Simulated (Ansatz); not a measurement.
Given:

SiC:
```
SiC
1.0
    3.07938     0.00000     0.00000
   -1.53969     2.66682     0.00000
    0.00000     0.00000    20.13703
Si C
8 8
Direct
  0.33333   0.66667   0.25011
  0.66667   0.33333   0.75011
  0.33333   0.66667   0.62499
  0.66667   0.33333   0.12499
  0.00000   0.00000   0.00009
  0.00000   0.00000   0.50009
  0.33333   0.66667   0.87518
  0.66667   0.33333   0.37518
  0.33333   0.66667   0.96891
  0.66667   0.33333   0.46891
  0.00000   0.00000   0.09386
  0.00000   0.00000   0.59386
  0.33333   0.66667   0.34412
  0.66667   0.33333   0.84412
  0.33333   0.66667   0.71874
  0.66667   0.33333   0.21874
```

This is the PBEsol-relaxed structure.

### Question
All from PBEsol in the plane-wave PAW code Ansatz, unless another level is named. Predict the Born charges (a third of the trace).

### Answer
Si +2.65 to +2.75, C -2.74 to -2.71 e.

### Question
Give the electronic dielectric constant ε∞ (DFPT).

### Answer
7.10 (xx = yy), 7.31 (zz).

### Question
Predict the largest static χ(2) component.

### Answer
29 pm/V.

Space group P6_3mc. The workflow started from an entry of the Crystallography Open Database (COD). Its sites differ from those of the usual phase in this space group: another stacking or structure type. Symmetry was held in the PBEsol relaxation; whether a distortion lowers the energy is not shown.

Potentials: the later of the program's two PAW sets.
